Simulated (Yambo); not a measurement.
```
CELL_PARAMETERS angstrom
      0.00000     4.60070     4.60070
      4.60070     0.00000     4.60070
      4.60070     4.60070     0.00000
ATOMIC_POSITIONS crystal
  F  0.76072 0.76072 0.23928
  F  0.23928 0.23928 0.76072
  F  0.23928 0.76072 0.76072
  F  0.76072 0.23928 0.23928
  F  0.76072 0.23928 0.76072
  F  0.23928 0.76072 0.23928
  Na 0.50000 0.50000 0.50000
  Y  0.00000 0.00000 0.00000
  Cs 0.25000 0.25000 0.25000
  Cs 0.75000 0.75000 0.75000
```

The geometry is that of Materials Project entry mp-13925, symmetrised and not relaxed again.

Problem. Where are the main features of Im ε from RPA with local fields on PBEsol bands shifted by a G0W0 scissor of 3.38 eV (Yambo; 4×4×4 mesh, 154 bands, 3 Ry local-field block, 0.2 eV broadening; field along x)?

Solution. Peaks at 12.5 eV (2.7), 15.5 eV (1.7), 18.8 eV (1.3), heights in brackets. Peak heights and small wiggles depend on the k mesh. Convergence of the RPA response with its 4×4×4 mesh was not tested. The scissor comes from a G0W0 run whose convergence isn't established. No excitonic effects at this level.
